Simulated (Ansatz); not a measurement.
# Band structure of Tl

```
Tl
1.0
    -1.94100    1.94100    1.94100
     1.94100   -1.94100    1.94100
     1.94100    1.94100   -1.94100
Tl
1
Cartesian
  0.0000 0.0000 0.0000
```

Conventional cell: a = 3.882 Å, b = 3.882 Å, c = 3.882 Å, α = 90.00°, β = 90.00°, γ = 90.00°. Tl (atom 1) is surrounded by 8 Tl at 3.36 Å.

The cell is COD entry 9008555, as deposited and not checked against the literature; nothing was relaxed.

No spin–orbit coupling, which matters for the heavy atoms here.

Computed with Ansatz 0.2.0, DFT, LDA, all-electron LAPW, scalar-relativistic.

Numerical set-up: a Γ-centred 13×13×13 k mesh, Fermi–Dirac smearing of 0.05 eV, basis error target 0.25 meV/atom, no spin polarisation.

Points in fractions of the reciprocal vectors of this cell: Γ (0, 0, 0), H (0.5, -0.5, 0.5), N (0, 0, 0.5), P (0.25, 0.25, 0.25). The path joins them by straight lines in the order Γ–H–N–Γ–P–H–P–N; legs that retrace an earlier one aren't tabulated. Energies are in eV from the Fermi level.

(1) Metal or insulator at this level of theory?

(2) Tabulate bands 14 to 20, counted from the lowest band of the run, along the path.

## Answers

(1) No gap opens: metallic or semimetallic.

(2) 
| k (1/Å) | point | band 14 | band 15 | band 16 | band 17 | band 18 | band 19 | band 20 |
| --- | --- | --- | --- | --- | --- | --- | --- | --- |
| 0.00 | Γ | -11.51 | -11.09 | -11.09 | -9.88 | 10.55 | 10.55 | 10.55 |
| 0.23 |  | -11.48 | -11.12 | -11.09 | -9.66 | 8.91 | 9.66 | 9.66 |
| 0.46 |  | -11.39 | -11.21 | -11.10 | -8.96 | 6.50 | 7.75 | 7.75 |
| 0.69 |  | -11.33 | -11.27 | -11.18 | -7.81 | 4.49 | 5.76 | 5.76 |
| 0.92 |  | -11.22 | -11.22 | -11.13 | -6.25 | 3.03 | 4.00 | 4.00 |
| 1.16 |  | -11.06 | -11.06 | -11.01 | -4.43 | 2.10 | 2.63 | 2.63 |
| 1.39 |  | -10.94 | -10.94 | -10.92 | -2.63 | 1.60 | 1.75 | 1.75 |
| 1.62 | H | -10.89 | -10.89 | -10.89 | -1.75 | 1.44 | 1.44 | 1.44 |
| 1.78 |  | -10.93 | -10.91 | -10.88 | -2.17 | 1.09 | 1.60 | 1.98 |
| 1.95 |  | -11.05 | -10.98 | -10.87 | -2.98 | 0.29 | 2.04 | 3.04 |
| 2.11 |  | -11.22 | -11.08 | -10.86 | -3.73 | -0.60 | 2.73 | 4.08 |
| 2.27 |  | -11.35 | -11.15 | -10.85 | -4.31 | -1.41 | 3.59 | 5.00 |
| 2.44 |  | -11.22 | -11.16 | -10.83 | -4.72 | -2.05 | 4.53 | 5.86 |
| 2.60 |  | -11.14 | -11.13 | -10.82 | -4.96 | -2.47 | 5.35 | 6.68 |
| 2.76 | N | -11.12 | -11.09 | -10.82 | -5.03 | -2.61 | 5.71 | 7.12 |
| 2.93 |  | -11.13 | -11.09 | -10.86 | -5.79 | -1.63 | 5.88 | 7.23 |
| 3.09 |  | -11.14 | -11.09 | -10.96 | -6.96 | 0.19 | 6.37 | 7.58 |
| 3.25 |  | -11.15 | -11.10 | -11.09 | -8.00 | 2.31 | 7.14 | 8.13 |
| 3.42 |  | -11.26 | -11.15 | -11.09 | -8.83 | 4.63 | 8.12 | 8.86 |
| 3.58 |  | -11.39 | -11.13 | -11.09 | -9.42 | 7.05 | 9.19 | 9.66 |
| 3.74 |  | -11.48 | -11.10 | -11.09 | -9.77 | 9.36 | 10.13 | 10.31 |
| 3.91 | Γ | -11.51 | -11.09 | -11.09 | -9.88 | 10.55 | 10.55 | 10.55 |
| 4.11 |  | -11.46 | -11.10 | -11.10 | -9.71 | 8.92 | 9.95 | 9.95 |
| 4.31 |  | -11.33 | -11.11 | -11.11 | -9.18 | 6.25 | 8.27 | 8.27 |
| 4.51 |  | -11.20 | -11.12 | -11.12 | -8.29 | 3.73 | 6.40 | 6.40 |
| 4.71 |  | -11.12 | -11.11 | -11.11 | -7.07 | 1.61 | 4.66 | 4.66 |
| 4.91 |  | -11.12 | -11.10 | -11.10 | -5.70 | 0.12 | 3.12 | 3.12 |
| 5.11 |  | -11.22 | -11.09 | -11.09 | -4.59 | -0.30 | 1.83 | 1.83 |
| 5.31 | P | -11.39 | -11.09 | -11.09 | -4.28 | 0.80 | 0.80 | 0.80 |
| 5.51 |  | -11.31 | -11.09 | -11.09 | -4.35 | 0.09 | 0.09 | 2.91 |
| 5.71 |  | -11.29 | -11.07 | -11.07 | -4.37 | -0.27 | -0.27 | 5.41 |
| 5.91 |  | -11.35 | -11.02 | -11.02 | -4.21 | -0.28 | -0.28 | 7.61 |
| 6.11 |  | -11.41 | -10.97 | -10.97 | -3.82 | 0.04 | 0.04 | 6.91 |
| 6.31 |  | -11.17 | -10.92 | -10.92 | -3.18 | 0.58 | 0.58 | 4.55 |
| 6.51 |  | -10.97 | -10.90 | -10.90 | -2.32 | 1.16 | 1.16 | 2.45 |
| 6.71 | H | -10.89 | -10.89 | -10.89 | -1.75 | 1.44 | 1.44 | 1.44 |
| 8.11 | P | -11.39 | -11.09 | -11.09 | -4.28 | 0.80 | 0.80 | 0.80 |
| 8.23 |  | -11.30 | -11.09 | -11.09 | -4.33 | -0.03 | 0.98 | 1.71 |
| 8.34 |  | -11.19 | -11.09 | -11.09 | -4.47 | -0.77 | 1.50 | 2.69 |
| 8.46 |  | -11.10 | -11.09 | -11.08 | -4.65 | -1.40 | 2.28 | 3.73 |
| 8.58 |  | -11.11 | -11.09 | -10.98 | -4.81 | -1.91 | 3.24 | 4.79 |
| 8.69 |  | -11.11 | -11.09 | -10.90 | -4.93 | -2.29 | 4.29 | 5.83 |
| 8.81 |  | -11.12 | -11.09 | -10.84 | -5.01 | -2.53 | 5.26 | 6.72 |
| 8.92 | N | -11.12 | -11.09 | -10.82 | -5.03 | -2.61 | 5.71 | 7.12 |
